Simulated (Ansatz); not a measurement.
Calculation for WC (WC type): DFT, PBE, norm-conserving pseudopotentials, Ansatz's default files, scalar-relativistic (Ansatz 0.2.0). This run: the series' base cell.

The cell comes from a relaxation on PAW files under the same functional, begun from a prototype that needn't be the stable phase.

Command: `ansatz run input.yaml --threads 1 --pin off --max-ram 2048MiB --backend cpu --events-out ev --progress --plain --runs-dir out` It took 31 s on 1 thread of Arm Neoverse V2, on a shared host, peak memory 0.47 GiB.

```yaml
crystal:
  lattice:
    - [2.9223597844, 0.0, 0.0]
    - [-1.4611798922, 2.5308378122, 0.0]
    - [0.0, 0.0, 2.8462915895]
  atoms:
    - { symbol: W, position: [0.0, 0.0, 0.0] }
    - { symbol: C, position: [0.3333333333, 0.6666666667, 0.5] }
kpoints:
  mp_grid: { grid: [17, 17, 15] }
scf:
  occupations: { method: fermi_dirac, width: 0.1 }
hamiltonian:
  xc: pbe
  pseudopotentials: { kind: nc }
output:
  forces: true
  stress: true
  eigenvalues: true
```

Output:

```
Engine: ansatz 0.2.0
Pseudopotentials: kind: nc
Pseudopotential: W, nc, valence charge 14, recommended cutoff 1006.821291 eV (normal), W.nc.azcp (PseudoDojo's, or run here from an input of PseudoDojo's: the run reads no file of this project's for it)
Pseudopotential: C, nc, valence charge 4, recommended cutoff 1115.666836 eV (normal), C.nc.azcp
Functional definition: PBE
  parameter kappa = 0.804
  parameter beta = 0.06672455060314922
  exchange = pbe_x(kappa = kappa, mu = beta*pi^2/3)
  correlation = pbe_c(beta = beta)
Crystal: 2 atoms, lattice volume = 21.051 Å³
Basis set: ecut = 1115.666836 eV, 1761 PW (Γ), exchange–correlation on 64×64×64 points (8 copies of the dense FFT grid, shifted against one another)
Bands: 13, of which v1, the nominal top of the filled ones, is band 9 counted from 1 (8 counted from 0)
Symmetry: 12 space group operations
Space group: P-6m2 (ITA 187), of the structure as read, at distance tolerance 2.8e-5 Å
k-points: 264 of 4335 (time reversal used)
Non-local potential: W, projectors of the file, l = 0: 2, l = 1: 2, l = 2: 2, l = 3: 2
Non-local potential: C, projectors of the file, l = 0: 2, l = 1: 2
Initial density: superposition of atomic densities (chi_scale 0.1, normalization cell, long waves kept (reshape's long-wave potential 0.00 eV rms))
Initial wavefunctions: pseudopotential atomic-orbital guess
Functional: x = pbe(κ = 0.804, μ = 0.2195149727645171), c = pbe(β = 0.06672455060314922)
SCF iter   1: F=—  HF=-2229.701434 eV  |F-HF|=—  |Δ(HF+E_count)|=         —  Δρ=1.38e-1  dr2=5.32e0  ethr=3.10e-3  ⟨swp⟩=6.0  Hψ=21908  notcnv=0
preconditioner: auto → none  [metal: Δε(μ)=0.100 eV  Ē_g=10.675 eV  σ=0.100 eV  W_gap=0.24  n_scr=8 (ndim 8)  ℏωp=25.6 eV  f_vac=0.000  D(μ)=0.18/eV (n_scr^D=0)  sad-step TF]
SCF iter   2: F=—  HF=-2228.454626 eV  |F-HF|=—  |Δ(HF+E_count)|=    1.25e0  Δρ=3.86e-2  dr2=3.28e-1  ethr=3.10e-3  ⟨swp⟩=3.1  Hψ=8817  notcnv=0
SCF iter   3: F=—  HF=-2228.392226 eV  |F-HF|=—  |Δ(HF+E_count)|=   6.24e-2  Δρ=1.12e-2  dr2=9.50e-3  ethr=1.82e-3  ⟨swp⟩=2.5  Hψ=6311  notcnv=0
SCF iter   4: F=—  HF=-2228.394100 eV  |F-HF|=—  |Δ(HF+E_count)|=   1.87e-3  Δρ=1.75e-3  dr2=5.73e-4  ethr=5.28e-5  ⟨swp⟩=2.4  Hψ=4853  notcnv=0
SCF iter   5: F=—  HF=-2228.394051 eV  |F-HF|=—  |Δ(HF+E_count)|=   4.84e-5  Δρ=2.23e-4  dr2=3.49e-6  ethr=3.18e-6  ⟨swp⟩=2.9  Hψ=5708  notcnv=0
SCF iter   6: F=—  HF=-2228.394052 eV  |F-HF|=—  |Δ(HF+E_count)|=   2.89e-7  Δρ=2.99e-5  dr2=5.04e-8  ethr=5.56e-10  ⟨swp⟩=10.0  Hψ=23783  notcnv=0
SCF iter   7: F=-2228.394052 eV  HF=-2228.394052 eV  |F-HF|=1.26e-9  |Δ(HF+E_count)|=   6.84e-9  Δρ=4.98e-6  dr2=1.06e-9  ethr=2.80e-10  ⟨swp⟩=3.2  Hψ=14098  notcnv=0
SCF 1 converged in 7 iterations: F = -2228.394052 eV  dr2 = 1.06e-9
SCF converged after 7 iterations
Free energy (F): -2228.394052 eV
Harris-Foulkes:  -2228.394052 eV  (|F-HF|=1.26e-9)
Internal energy: -2228.384183 eV  (E = F + TS)
E sigma→0 (E₀):  -2228.389117 eV
Entropy (-TS):   -0.009868 eV (-4.934 meV/atom)
Fermi energy:    20.207589 eV
--- Per-component energies (eV) ---
  E_band       = -65.388380
  E_kinetic    = 663.576009
  E_local      = -1179.638834  (includes V_loc(G=0)·N_el)
  E_nonlocal   = 344.509349
  E_hartree    = 240.541349
  E_xc         = -509.710882
  E_vxc        = -374.917480  (∫ρ·V_xc dr)
  E_ewald      = -1787.661175
  E_smearing   = -0.009868  (= −TS)
  E_closure    = 0.000000  (closes the sum)
  Σ components = -2228.394052   (vs F -2228.394052, Δ=0.00e0)
--- Forces (eV/Å), atoms counted from 1 ---
  atom   1  W     -0.00000000    -0.00000000     0.00000000
  atom   2  C     -0.00000000    -0.00000000     0.00000000
  max |Σ_I F_I| component: 1.33e-15 eV/Å
--- Stress (GPa, compression-positive) ---
        0.223275       0.000000      -0.000000
        0.000000       0.223275      -0.000000
       -0.000000      -0.000000       0.337718
  P = ⅓ Tr σ = 0.2614 GPa (2.614 kbar)
--- Band table (eV; the first three rows and the last of 264) ---
  k-point 0: bands = ["-53.8365", "-17.8140", "-17.7224", "-17.7224", "5.8587", "15.9779", "16.9135", "16.9135", "20.3028", "23.3766", "23.3766", "25.7447", "25.7447"]
  k-point 1: bands = ["-53.8348", "-17.8464", "-17.7196", "-17.7196", "5.9658", "15.9237", "16.9624", "16.9624", "20.2820", "22.9927", "22.9927", "25.9796", "25.9796"]
  k-point 2: bands = ["-53.8301", "-17.9371", "-17.7117", "-17.7117", "6.2789", "15.6984", "17.1049", "17.1049", "20.3353", "22.2066", "22.2066", "26.2884", "26.2884"]
  k-point 263: bands = ["-53.7390", "-18.3395", "-18.2138", "-18.1121", "9.3272", "13.1835", "14.8402", "18.4805", "19.5510", "24.5303", "26.4148", "27.4911", "29.2855"]
```

Next run (volume at 0.8 of the series' base cell), as changes to the input before:

```diff
   lattice:
-    - [2.9223597844, 0.0, 0.0]
-    - [-1.4611798922, 2.5308378122, 0.0]
-    - [0.0, 0.0, 2.8462915895]
+    - [2.6970366502, 0.0, 0.0]
+    - [-1.3485183251, 2.335702254, 0.0]
+    - [0.0, 0.0, 2.6733944722]
   atoms:
```

Results part of the output:

```
SCF 1 converged in 7 iterations: F = -2226.907199 eV  dr2 = 3.77e-10
SCF converged after 7 iterations
Free energy (F): -2226.907199 eV
Harris-Foulkes:  -2226.907199 eV  (|F-HF|=4.13e-10)
Internal energy: -2226.898809 eV  (E = F + TS)
E sigma→0 (E₀):  -2226.903004 eV
Entropy (-TS):   -0.008390 eV (-4.195 meV/atom)
Fermi energy:    26.045476 eV
--- Per-component energies (eV) ---
  E_band       = 31.264081
  E_kinetic    = 690.650613
  E_local      = -1020.090131  (includes V_loc(G=0)·N_el)
  E_nonlocal   = 346.860729
  E_hartree    = 199.636087
  E_xc         = -517.774463
  E_vxc        = -385.429200  (∫ρ·V_xc dr)
  E_ewald      = -1926.181644
  E_smearing   = -0.008390  (= −TS)
  E_closure    = 0.000000  (closes the sum)
  Σ components = -2226.907199   (vs F -2226.907199, Δ=0.00e0)
--- Forces (eV/Å), atoms counted from 1 ---
  atom   1  W      0.00000000     0.00000000     0.00000000
  atom   2  C      0.00000000     0.00000000     0.00000000
  max |Σ_I F_I| component: 1.78e-15 eV/Å
--- Stress (GPa, compression-positive) ---
      136.546330       0.000000       0.000000
       -0.000000     136.546330       0.000000
        0.000000       0.000000     136.770650
  P = ⅓ Tr σ = 136.6211 GPa (1366.211 kbar)
--- Band table (eV; the first three rows and the last of 264) ---
  k-point 0: bands = ["-47.6916", "-11.6960", "-11.3906", "-11.3906", "9.8634", "20.2563", "21.7408", "21.7408", "25.9665", "30.2152", "30.2152", "32.7097", "32.7097"]
  k-point 1: bands = ["-47.6877", "-11.7625", "-11.3850", "-11.3850", "10.0105", "20.2492", "21.8010", "21.8010", "25.9462", "29.6442", "29.6442", "33.0774", "33.0774"]
  k-point 2: bands = ["-47.6764", "-11.9471", "-11.3694", "-11.3694", "10.4346", "20.1598", "21.9771", "21.9771", "25.9910", "28.5571", "28.5571", "33.4928", "33.4928"]
  k-point 263: bands = ["-47.4241", "-12.6277", "-12.5208", "-12.2806", "13.5705", "16.8584", "19.7808", "24.3995", "25.1557", "31.7311", "34.8760", "35.7255", "37.6608"]
```

Next run (volume at 0.72 of the series' base cell), as changes to the input before:

```diff
   lattice:
-    - [2.6970366502, 0.0, 0.0]
-    - [-1.3485183251, 2.335702254, 0.0]
-    - [0.0, 0.0, 2.6733944722]
+    - [2.5975477277, 0.0, 0.0]
+    - [-1.2987738638, 2.2495423197, 0.0]
+    - [0.0, 0.0, 2.5938937294]
   atoms:
```

Command: `ansatz run input.yaml --threads 1 --pin off --max-ram 2048MiB --backend cpu --events-out ev --progress --plain --runs-dir out` It took 20 s on 1 thread of Arm Neoverse V2, on a shared host, peak memory 0.41 GiB.

Results part of the output:

```
SCF 1 converged in 6 iterations: F = -2224.927491 eV  dr2 = 9.39e-9
SCF converged after 6 iterations
Free energy (F): -2224.927491 eV
Harris-Foulkes:  -2224.927491 eV  (|F-HF|=8.00e-11)
Internal energy: -2224.919647 eV  (E = F + TS)
E sigma→0 (E₀):  -2224.923569 eV
Entropy (-TS):   -0.007844 eV (-3.922 meV/atom)
Fermi energy:    29.288703 eV
--- Per-component energies (eV) ---
  E_band       = 83.000878
  E_kinetic    = 706.850715
  E_local      = -944.581046  (includes V_loc(G=0)·N_el)
  E_nonlocal   = 348.496769
  E_hartree    = 181.701526
  E_xc         = -522.199903
  E_vxc        = -391.169573  (∫ρ·V_xc dr)
  E_ewald      = -1995.187708
  E_smearing   = -0.007844  (= −TS)
  E_closure    = 0.000000  (closes the sum)
  Σ components = -2224.927491   (vs F -2224.927491, Δ=0.00e0)
--- Forces (eV/Å), atoms counted from 1 ---
  atom   1  W      0.00000000    -0.00000000     0.00000000
  atom   2  C      0.00000000    -0.00000000     0.00000000
  max |Σ_I F_I| component: 1.26e-15 eV/Å
--- Stress (GPa, compression-positive) ---
      248.265482       0.000000       0.000000
       -0.000000     248.265482       0.000000
        0.000000       0.000000     248.565009
  P = ⅓ Tr σ = 248.3653 GPa (2483.653 kbar)
--- Band table (eV; the first three rows and the last of 264) ---
  k-point 0: bands = ["-44.4911", "-8.4860", "-7.9961", "-7.9961", "12.1614", "22.5303", "24.3206", "24.3206", "29.1082", "33.9155", "33.9155", "36.4409", "36.4409"]
  k-point 1: bands = ["-44.4852", "-8.5789", "-7.9885", "-7.9885", "12.3358", "22.5564", "24.3868", "24.3868", "29.0768", "33.2287", "33.2287", "36.8920", "36.8920"]
  k-point 2: bands = ["-44.4685", "-8.8348", "-7.9671", "-7.9671", "12.8325", "22.5657", "24.5811", "24.5811", "29.0878", "31.9700", "31.9700", "37.3595", "37.3595"]
  k-point 263: bands = ["-44.0700", "-9.6878", "-9.6191", "-9.2700", "15.8296", "18.8083", "22.5883", "27.7277", "28.2587", "35.6136", "39.4778", "40.1829", "42.1839"]
```

Next run (volume at 0.55 of the series' base cell), as changes to the input before:

```diff
   lattice:
-    - [2.5975477277, 0.0, 0.0]
-    - [-1.2987738638, 2.2495423197, 0.0]
-    - [0.0, 0.0, 2.5938937294]
+    - [2.3586785892, 0.0, 0.0]
+    - [-1.1793392946, 2.0426755776, 0.0]
+    - [0.0, 0.0, 2.4031003959]
   atoms:
```

Results part of the output:

```
SCF 1 converged in 6 iterations: F = -2214.612961 eV  dr2 = 2.56e-8
SCF converged after 6 iterations
Free energy (F): -2214.612961 eV
Harris-Foulkes:  -2214.612961 eV  (|F-HF|=9.68e-9)
Internal energy: -2214.606558 eV  (E = F + TS)
E sigma→0 (E₀):  -2214.609760 eV
Entropy (-TS):   -0.006404 eV (-3.202 meV/atom)
Fermi energy:    39.093464 eV
--- Per-component energies (eV) ---
  E_band       = 234.887301
  E_kinetic    = 759.376790
  E_local      = -749.639585  (includes V_loc(G=0)·N_el)
  E_nonlocal   = 354.530262
  E_hartree    = 139.392061
  E_xc         = -535.380820
  E_vxc        = -408.163834  (∫ρ·V_xc dr)
  E_ewald      = -2182.885266
  E_smearing   = -0.006404  (= −TS)
  E_closure    = -0.000000  (closes the sum)
  Σ components = -2214.612961   (vs F -2214.612961, Δ=0.00e0)
--- Forces (eV/Å), atoms counted from 1 ---
  atom   1  W      0.00000000     0.00000000     0.00000000
  atom   2  C      0.00000000     0.00000000     0.00000000
  max |Σ_I F_I| component: 1.48e-16 eV/Å
--- Stress (GPa, compression-positive) ---
      764.190617      -0.000000       0.000000
       -0.000000     764.190617       0.000000
        0.000000       0.000000     764.346945
  P = ⅓ Tr σ = 764.2427 GPa (7642.427 kbar)
--- Band table (eV; the first three rows and the last of 264) ---
  k-point 0: bands = ["-35.6211", "0.5939", "1.9973", "1.9973", "19.6321", "29.2476", "31.9485", "31.9485", "38.8206", "44.9456", "44.9456", "47.2462", "47.4277"]
  k-point 1: bands = ["-35.6062", "0.3893", "2.0131", "2.0131", "19.9179", "29.3773", "32.0325", "32.0325", "38.7392", "43.8674", "43.8674", "47.3318", "48.1615"]
  k-point 2: bands = ["-35.5637", "-0.1602", "2.0578", "2.0578", "20.6951", "29.7176", "32.2797", "32.2797", "38.5901", "42.0895", "42.0895", "47.5742", "48.7425"]
  k-point 263: bands = ["-34.3811", "-1.7775", "-1.5109", "-0.9560", "22.4795", "24.5554", "31.5382", "37.8168", "38.1590", "47.1224", "53.1024", "53.3052", "55.5188"]
```

Spin–orbit coupling is left out, which matters for the heavy atoms. The norm-conserving files are those that the library serves for this functional.
